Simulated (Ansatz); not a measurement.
Values for one crystal, relaxed and computed with the program Ansatz at the PBEsol level (PAW); other levels are named.

| Property | Result |
|---|---|
| Volume per atom | 18.99 Å³ |
| Electronic character | metallic (no gap) |
| Poisson's ratio | 0.17 |
| Pressure derivative B′ | 5.3 |
| Elastic constants (relaxed ions, GPa) | C11 = 169, C12 = 19.4, C13 = 62.0, C33 = 179, C44 = 88.2 |
| Density of states at the Fermi level | 0.35 states/eV per atom (mean over ±0.08 eV) |
| Zone-centre stability | no imaginary mode at Γ |

Task: Which of these materials gives this?
(A) SiRh, P2_1/c (Si on 4e, Rh on 4e)
(B) TiSi2, Fddd (Ti on 8b, Si on 16f)
(C) Y3Si5, P-62m (Y on 3f, Si on 2d, Si on 3g)
(D) GaSb, P6_3mc (Ga on 2b, Sb on 2b, Ga on 2a, Sb on 2a)

Result: C, Y3Si5, P-62m (Y on 3f, Si on 2d, Si on 3g)

The start of the workflow was typed in or built on a structure type; neither database checked (COD, Materials Project) lists it. Its standing as an ambient phase is unchecked. The PBEsol relaxation kept the symmetry of its start. No spin polarisation was allowed. As this level gives no gap, shear constants depend on the k-mesh and smearing (Fermi–Dirac, 0.1 eV here). Spin–orbit coupling is left out wherever it is not named.

Potentials: the earlier of the program's two PAW sets. The files were generated under PBE; for other functionals the program regenerates the frozen cores, and for LDA and PBEsol the local potential too.
